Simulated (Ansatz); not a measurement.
Straining LiHPd

Theory: DFT PBEsol, scalar-relativistic, plane waves, PAW (Ansatz 0.2.0). Run with 420 eV cutoff, 16×16×10 k-mesh, Gaussian smearing of 0.10 eV, no spin polarisation.

The relaxed crystal:

```
Li H Pd
1.0
     2.75403    0.00000    0.00000
     0.00000    2.75403    0.00000
     0.00000    0.00000    3.93753
Li H Pd
1 1 1
Direct
  0.50000 0.50000 0.50000
  0.50000 0.50000 0.00000
  0.00000 0.00000 0.00000
```

Deformation: shear that moves c along a by the strain times its height over the a-b plane, the cell held and the atoms relaxed, all within the symmetry that the strain leaves. Energies are extrapolated to zero smearing. Stress is positive in compression, on the Cartesian axes of the cell above. On this cell's mesh the reference holds a stress of up to 0.13 GPa.

Strains computed: +1.0, +2.0, +3.0, +4.0, +6.0 %.

At which strain does the energy stand 3.3 meV/atom over the relaxed crystal with σxx = -0.01, σyy = 0.21, σzz = 0.15, σyz = 0.00, σxz = -1.76, σxy = 0.00 GPa?

+6.0 %.